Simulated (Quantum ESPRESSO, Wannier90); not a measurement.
# Wannierisation of BeTe (zinc blende)

```
begin unit_cell_cart
ang
    0.0000000000    2.8314600000    2.8314600000
    2.8314600000    0.0000000000    2.8314600000
    2.8314600000    2.8314600000    0.0000000000
end unit_cell_cart
begin atoms_frac
Be   0.0000000000  0.0000000000  0.0000000000
Te   0.2500000000  0.2500000000  0.2500000000
end atoms_frac
```

Structure: Materials Project mp-252, symmetrised, not relaxed again. COD (Crystallography Open Database) has an entry of this formula and space group (matched by these alone). Level: PBEsol, spinors with spin-orbit coupling; pw.x of Quantum ESPRESSO at 71 Ry with PseudoDojo potentials, 8×8×8 k-points, Wannier90. Density: 10×10×10 mesh, cold smearing 0.01 Ry.

Bands 15-20 form an isolated set from -5.78 to 0.00 eV relative to the valence-band maximum (on the path) and are turned into 6 Wannier functions by minimising the spread from the start: atomic waves Te 5p.

Q: Where do the functions sit, how wide are they and what are they made of?

A: 
| functions | spread (Å²) | nearest atom, distance (Å) | second atom, distance (Å) | weight on atomic waves |
|---|---|---|---|---|
| 4 | 3.18 | Te 0.00 | Be 2.45 | Te 5p 83 %, Be 2s 8 % |
| 2 | 2.88 | Te 0.00 | Be 2.45 | Te 5p 85 %, Be 2s 7 % |

Ω_I = 17.33 Å², Ω_total = 18.49 Å²; the interpolated bands follow pw.x to 5.0 meV rms on the path. Only this start was tried; a symmetric start can stop on a saddle, and mixtures of these functions could lower the total by at most Ω_total − Ω_I.
